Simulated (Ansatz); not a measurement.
Ansatz (a program for electronic structure) input:

Ansatz 0.2 input:
```yaml
crystal:
  lattice:
    - [3.1432383245, 0.0, 0.0]
    - [-1.5716191623, 2.7221242392, 0.0]
    - [0.0, 0.0, 5.0923486558]
  atoms:
    - { symbol: Zr, position: [0.3333333333, 0.6666666667, 0.25] }
    - { symbol: Zr, position: [0.6666666667, 0.3333333333, 0.75] }
kpoints:
  mp_grid: { grid: [15, 15, 8] }
hamiltonian:
  xc: lda
  pseudopotentials: { azcp: { folder: ./paw }, kind: paw }
scf:
  occupations: { method: fermi_dirac, width: 0.1 }
phonons:
  method: dfpt
  response_accuracy: low
  eigenvectors: true
  rigid_motions: translations
```

Output (shortened):

```
Pseudopotential: Zr, paw, valence charge 12
Functional definition: SPW92
Crystal: 2 atoms, lattice volume = 43.572 Å³
Basis set: ecut = 420 eV, 845 PW (Γ), exchange–correlation on 48×48×72 points (8 copies of the dense FFT grid, shifted against one another)
Bands: 16, of which v1, the nominal top of the filled ones, is band 12 counted from 1 (11 counted from 0)
Symmetry: 24 space group operations
k-points: 320 of 1800 (irreducible under 4 space group operations, time reversal used)
SCF iter   1: F=—  HF=-8155.169278 eV  |F-HF|=—  |Δ(HF+E_count)|=         —  Δρ=2.82e-2  dr2=4.21e-1  ethr=3.10e-3  ⟨swp⟩=5.1  Hψ=48647  notcnv=0  defer=6
automatic band count: the SCF goes on with 20 bands, as 16 were too few: they end inside the smearing window of the response
preconditioner: auto → Kerker (q_TF=auto, 2.470 Å⁻¹)
SCF iter   2: F=—  HF=-8155.061326 eV  |F-HF|=—  |Δ(HF+E_count)|=   1.08e-1  Δρ=1.73e-2  dr2=1.55e-1  ethr=1.76e-3  ⟨swp⟩=2.0  Hψ=10840  notcnv=0  defer=160
SCF iter   3: F=—  HF=-8155.004176 eV  |F-HF|=—  |Δ(HF+E_count)|=   5.71e-2  Δρ=1.71e-3  dr2=7.90e-4  ethr=6.47e-4  ⟨swp⟩=3.0  Hψ=12358  notcnv=0  defer=160
SCF iter   4: F=—  HF=-8155.004132 eV  |F-HF|=—  |Δ(HF+E_count)|=   4.36e-5  Δρ=2.61e-4  dr2=1.49e-5  ethr=3.29e-6  ⟨swp⟩=2.2  Hψ=10008  notcnv=0  defer=160
SCF iter   5: F=—  HF=-8155.004134 eV  |F-HF|=—  |Δ(HF+E_count)|=   1.72e-6  Δρ=2.95e-5  dr2=2.11e-7  ethr=6.19e-8  ⟨swp⟩=1.1  Hψ=6371  notcnv=0  defer=160
SCF iter   6: F=—  HF=-8155.004134 eV  |F-HF|=—  |Δ(HF+E_count)|=   2.10e-7  Δρ=4.88e-6  dr2=7.72e-9  ethr=8.79e-10  ⟨swp⟩=2.4  Hψ=10247  notcnv=0  defer=160
SCF iter   7: F=—  HF=-8155.004134 eV  |F-HF|=—  |Δ(HF+E_count)|=  3.87e-10  Δρ=8.85e-7  dr2=3.07e-10  ethr=3.22e-11  ⟨swp⟩=2.3  Hψ=9180  notcnv=0  defer=160
SCF iter   8: F=-8155.004134 eV  HF=-8155.004134 eV  |F-HF|=0.00e0  |Δ(HF+E_count)|=  2.55e-11  Δρ=1.55e-7  dr2=9.15e-12  ethr=1.00e-12  ⟨swp⟩=6.5  Hψ=29845  notcnv=0
SCF 1 converged in 8 iterations: F = -8155.004134 eV  dr2 = 9.15e-12
DFPT response loops at Γ: preconditioner auto → Kerker (q_TF=auto, 2.470 Å⁻¹) (partly filled bands, converged f_vac=0.000) …
SCF converged after 8 iterations
Free energy (F): -8155.004134 eV
Harris-Foulkes:  -8155.004134 eV  (|F-HF|=0.00e0)
Internal energy: -8154.935224 eV  (E = F + TS)
E sigma→0 (E₀):  -8154.969679 eV
Entropy (-TS):   -0.068909 eV (-34.455 meV/atom)
Fermi energy:    14.774344 eV
--- Per-component energies (eV) ---
  E_band       = -171.112632
  E_kinetic    = 635.164752
  E_local      = -1155.193278  (includes V_loc(G=0)·N_el)
  E_nonlocal   = 159.245344
  E_hartree    = 375.156190
  E_xc         = -307.804128
  E_vxc        = -365.857001  (∫ρ·V_xc dr)
  E_paw        = -5718.004146  (= ΣΔE_a)
  E_vpaw       = -194.784846  (= ΣTr[D̂ρ^β])
  E_aug_tail   = -0.000048  (compensation charges beyond the density's cutoff)
  E_ewald      = -2144.240710
  E_core_change = 0.740800  (= ΣΔE_core)
  E_smearing   = -0.068909  (= −TS)
  E_closure    = 0.000000  (closes the sum)
  Σ components = -8155.004134   (vs F -8155.004134, Δ=0.00e0)
  [band-id]    e_kinetic+e_local+e_nonlocal+2·e_hartree+e_vxc+e_vpaw+e_augmentation_tail = -171.112699   (vs E_band -171.112632, Δ=-6.67e-5)
--- Band table (eV; the first three rows and the last of 320) ---
  k-point 0: bands = ["-33.7496", "-33.5558", "-12.4425", "-11.3665", "-11.3665", "-11.2248", "-11.2064", "-11.2064", "9.0546", "11.5846", "15.6693", "15.6788", "15.6788", "16.1875", "16.3939", "16.3939", "17.1606", "17.1606", "19.5699", "19.5699"]
  k-point 1: bands = ["-33.7424", "-33.5633", "-12.3995", "-11.3605", "-11.3605", "-11.2751", "-11.2126", "-11.2126", "9.1931", "11.5855", "15.5676", "15.6162", "15.6162", "15.9217", "16.2965", "16.2965", "17.3601", "17.3601", "19.6056", "19.6056"]
  k-point 2: bands = ["-33.7218", "-33.5847", "-12.2756", "-11.4161", "-11.3433", "-11.3433", "-11.2301", "-11.2301", "9.5874", "11.5388", "15.3019", "15.3454", "15.5235", "15.5235", "16.0639", "16.0639", "17.8449", "17.8449", "19.6187", "19.6187"]
  k-point 319: bands = ["-33.5392", "-33.5392", "-12.1988", "-12.1988", "-11.6961", "-11.6961", "-11.4407", "-11.4407", "12.4175", "12.4175", "14.1134", "14.1134", "14.8843", "14.8843", "16.7104", "16.7104", "19.9949", "19.9949", "21.0462", "21.0462"]
--- Phonons (Γ-DFPT): 2 representative perturbations + reference, on 320 of 1800 k-points (Σ response iterations 4) ---
  ASR residual: 1.018e-3 → 0.000e0 eV/Å²; symmetrization residual: 2.562e-10 eV/Å²
  ASR residual per site (eV/Å²): 1.02e-3 1.02e-3
  Γ frequencies (cm⁻¹): 0.00 0.00 0.00 52.29 52.29 171.60
  non-analytic LO–TO correction: not included (Born effective charges unavailable; polar crystals: no LO–TO splitting at Γ)
```

Cost: very roughly 30 core-seconds on shared cores.

Space group P6_3/mmc (hcp (Mg type)). The LDA relaxation kept the symmetry of its start. The run is not spin-polarised. As this level gives no gap, phonon frequencies hold no LO–TO term and depend on the k-mesh and smearing (Fermi–Dirac, 0.1 eV here). Spin–orbit coupling is left out wherever it is not named.

Potentials: the earlier of the program's two PAW sets. The files were generated under PBE; for other functionals the program regenerates the frozen cores, and for LDA and PBEsol the local potential too.

Ansatz is a plane-wave DFT program.
